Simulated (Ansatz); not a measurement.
CoPtO2:
Space group R-3m, hexagonal axes (No. 166); a = 2.8213 Å, b = 2.8213 Å, c = 17.8032 Å, α = 90.00°, β = 90.00°, γ = 120.00°

| atom | site | symmetry | x | y | z |
|---|---|---|---|---|---|
| Pt | 3a | -3m | 0.0000 | 0.0000 | 0.0000 |
| Co | 3b | -3m | 0.0000 | 0.0000 | 0.5000 |
| O | 6c | 3m | 0.0000 | 0.0000 | 0.1123 |
(The calculation used a cell of 4 atoms; values per cell refer to that cell.)

Relaxed at zero pressure with r²SCAN (plane waves, PAW; program Ansatz).

### Question
The volume is lowered by 6 % and shape and atoms relax at that volume. What pressure results, and how do the axes share the change?

### Answer
18.4 GPa; a -2.5 %, b -2.5 %, c -1.2 %; the energy rises by 33 meV/atom.

### Question
Give the new structure.

### Answer

Space group R-3m, hexagonal axes (No. 166); a = b = 2.7513 Å, c = 17.5963 Å, α = β = 90.00°, γ = 120.00°

```tsv
atom	site	symmetry	x	y	z
Pt	3a	-3m	0.0000	0.0000	0.0000
Co	3b	-3m	0.0000	0.0000	0.5000
O	6c	3m	0.0000	0.0000	0.1118
```

The phase is kept; no other phase was compared at this pressure.

The cell was relaxed with r²SCAN under the symmetry of its start. The workflow began spin-polarised and lost its moments. No Hubbard U is applied. Spin–orbit coupling is left out wherever it is not named.

Potentials: the later of the program's two PAW sets.
